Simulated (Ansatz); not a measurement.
HfGe (P-6m2), relaxed with PBE (Ansatz, a program for electronic structure, plane waves, PAW): a = 3.168 Å, b = 3.168 Å, c = 4.432 Å, α = 90.00°, β = 90.00°, γ = 120.00°.

- ΔH_f (eV/atom): -0.38
- B₀ by P(V) fit (GPa): 112

Question: The same phase is relaxed and computed with PBEsol in the same code. What are the cell and these values now?

Answer: a = b = 3.114 Å, c = 4.406 Å, α = β = 90.00°, γ = 120.00°.

- ΔH_f (eV/atom): -0.45
- B₀ by P(V) fit (GPa): 121

Constructed cells (a structure type filled with these elements, in neither database checked): HfGe, P-6m2 (Hf on 1a, Ge on 1f). All cells were relaxed under the symmetry of their starts (and spin orders); stability against distortions was not tested throughout. Rows with no word on spin ran without spin polarisation. Spin–orbit coupling is left out wherever it is not named.

Potentials: the later of the program's two PAW sets.

Ansatz is a plane-wave DFT program.

Formation energies count from the lowest solids of the elements computed at the same level, not from gases.
